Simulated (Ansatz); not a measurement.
## Scan of one atom of the cell for Sr (fcc, Cu type)

Sr (fcc, Cu type)

```yaml
crystal:
  lattice:
    - [6.02892, 0.00000, 0.00000]
    - [0.00000, 6.02892, 0.00000]
    - [0.00000, 0.00000, 6.02892]
  atoms:
    - { symbol: Sr, position: [0.00000, 0.00000, 0.00000] }
    - { symbol: Sr, position: [0.50000, 0.50000, 0.00000] }
    - { symbol: Sr, position: [0.50000, 0.00000, 0.50000] }
    - { symbol: Sr, position: [0.00000, 0.50000, 0.50000] }
```

In this cell atom 3 (Sr, nearest neighbour Sr at 4.263 Å; its periodic images, 6.0 Å or more away, move with it) is moved by s along Cartesian z, unit vector (0.000, 0.000, 1.000); all other atoms and the cell stay fixed.

Method: PBE (plane waves to 420 eV, PAW, scalar-relativistic; Ansatz, a program for electronic structure). k mesh 6×6×6 (Γ-centred), Fermi-Dirac smearing 0.05 eV. E stands for the smeared free energy. Compression counts positive. With partly filled bands, energies and forces of such displacements shift with the k mesh and the smearing. F∥ is the force on the atom along that direction. Sr was relaxed with its symmetry unable to fall. The zero of ΔE is the undisplaced structure.

| s (Å) | ΔE (meV/cell) | F∥ (eV/Å) | P (GPa) |
|---|---|---|---|
| -1.280 | 1462 | 2.130 | 1.5 |
| -1.024 | 952 | 1.828 | 1.1 |
| -0.768 | 537 | 1.402 | 0.6 |
| -0.512 | 238 | 0.933 | 0.3 |
| -0.256 | 59 | 0.462 | 0.1 |
| 0.000 | 0 | 0.000 | 0.0 |
| 0.256 | 59 | -0.462 | 0.1 |
| 0.512 | 238 | -0.933 | 0.3 |
| 0.768 | 537 | -1.402 | 0.6 |
| 1.024 | 952 | -1.828 | 1.1 |
| 1.280 | 1462 | -2.130 | 1.5 |

Summary:

* **Energy at s = 1.280 Å**: 1462 meV/cell
* **Force along the line at s = -1.280 Å**: 2.13 eV/Å
* **Symmetry of the curve**: even: the same for both signs
* **Shape of the curve**: a single well with its minimum at or next to zero displacement
* **Force constant k = d²E/ds² at s = 0 (finite differences)**: 1.80 eV/Å²
* **Harmonic estimate at the end of the scan**: ½ks² = 1475 meV/cell against the computed 1462 meV/cell, so the well is close to harmonic there

The 11 points together took around 4 core-minutes (rough).

(For displaced atoms, the force is minus the slope of the energy, and its curvature is a force constant, which sets phonon frequencies.)
